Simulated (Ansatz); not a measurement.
Cl (simple cubic, Pm-3m) at seven volumes, PBE+D3(BJ) in the plane-wave PAW code Ansatz, scaled uniformly. One row is withheld.

| V (Å³/atom) | P (GPa) |
|---|---|
| 20.421 | ? |
| 21.095 | 2.86 |
| 21.768 | 1.29 |
| 22.441 | 0.00 |
| 23.114 | -1.08 |
| 23.788 | -1.97 |
| 24.461 | -2.70 |

**Question.** Fit the shown pressures and predict the withheld one.

**Answer.** P = (3/2)B₀(x^(7/2) − x^(5/2))[1 + (3/4)(B′ − 4)(x − 1)] with x = (V₀/V)^(2/3). Least squares on the six rows gives V₀ = 22.438 Å³/atom, B₀ = 39.3 GPa, B′ = 5.30. At V = 20.421, x = 1.0648 and P = 4.75 GPa. The run itself gave 4.74 GPa.

The cell is a constructed one: a structure type filled with these elements; neither database checked (COD, Materials Project) lists it. It is not the usual solid phase (space group No. 64). The cell was relaxed with PBE+D3(BJ) under the symmetry of its start. At this level the phase is dynamically unstable (imaginary phonons). The substance is a gas or liquid at ambient conditions.

Potentials: the later of the program's two PAW sets.
